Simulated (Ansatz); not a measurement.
TiB in space group Pnma (No. 62; Ti on 4c, B on 4c) at seven volumes, plane-wave PAW PBEsol (Ansatz code), shape and atoms relaxed at each. One row is withheld.

```csv
V (Å³/atom),P (GPa)
9.460,24.90
9.772,15.33
10.084,7.09
10.396,0.00
10.707,-6.08
11.019,?
11.331,-15.76
```

**Question.** Fit the shown pressures and predict the withheld one.

**Answer.** Third-order Birch–Murnaghan: P = (3/2)B₀(x^(7/2) − x^(5/2))[1 + (3/4)(B′ − 4)(x − 1)] with x = (V₀/V)^(2/3). Least squares on the six rows gives V₀ = 10.396 Å³/atom, B₀ = 218.1 GPa, B′ = 4.05. At V = 11.019, x = 0.9619 and P = -11.28 GPa. The run itself gave -11.30 GPa.

The first step of the workflow began from a Materials Project structure, measured or hypothetical; the Crystallography Open Database files this formula in space group No. 62, but the cells were not matched. Its standing as an ambient phase is unchecked. The PBEsol relaxation kept the symmetry of its start; its stability against distortions is not shown here. No spin polarisation was allowed.

Potentials: the later of the program's two PAW sets.
